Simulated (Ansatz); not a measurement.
ZnS: zone-centre modes under pressure

ZnS, F-43m, a = 5.297 Å. The compound has several low-lying forms, and this is one of them. Ansatz: LDA, PAW, 420 eV, Γ-centred 10×10×10 mesh on 2 atoms, fixed occupations; no spin polarisation. Cell and atoms are relaxed at each pressure with the symmetry kept; optical modes at Γ by linear response, in cm⁻¹, the highest, without the LO field. The real crystal is known to change phase within this range, so the rows at high pressure are metastable.

```
P (GPa) V (Å³/atom)     ω1
      0       18.575  291.1
      5       17.643  317.6
     11       16.784  344.6
     22       15.621      ?
```

**Question.** Get the mode's Grüneisen parameter γ = −d ln ω/d ln V from the other rows and predict the missing frequency.

**Answer.** ln(V/V0) = 0.0000, -0.0515, -0.1014, -0.1732; a line through ln(ω/ω0) of the 3 known rows gives ω1: γ = 1.664 (intercept 0.0005), predicted 388.5, computed 385.6. The miss is 0.8 %, or 3 % of the shift under pressure, so a constant γ serves at that level.

Cost: 4 runs of about 4.6 core-minutes in all, on Arm Neoverse V1 (shared hosts).